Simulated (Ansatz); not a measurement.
Ca3Tl in space group P6_3/mmc (No. 194; Ca on 6h, Tl on 2d), the program Ansatz at the PBE level (PAW), all energies at zero smearing, with the estimated change up to a 700 eV cutoff added, with one set of potentials and settings (totals compare only within such a set). Cell of 8 atoms (6 Ca, 2 Tl): -33791.227 eV.

```json
[
 {"element": "Ca", "reference phase": "Fm-3m, 1 atoms in the cell", "E (eV/atom)": "-1816.8597"},
 {"element": "Tl", "reference phase": "P6_3/mmc, 2 atoms in the cell", "E (eV/atom)": "-11444.1498"}
]
```

Formation energy per atom, worked out: (-33791.227 − 6×(-1816.8597) − 2×(-11444.1498))/8 = -0.221 eV/atom (-21 kJ per mol of atoms), at 0 K, without zero-point energy or fitted corrections.

The workflow started from a Materials Project entry (that database holds measured and hypothetical structures alike); the Crystallography Open Database copy checked does not list it. Whether it is the stable phase at ambient conditions was not checked. The cell was relaxed with PBE under the symmetry of its start; its stability against distortions is not shown here. The references are the lowest solids computed at this level, not always the standard phases. Scalar-relativistic: spin–orbit coupling is off unless named, which matters more the heavier the elements.

Potentials: the later of the program's two PAW sets.
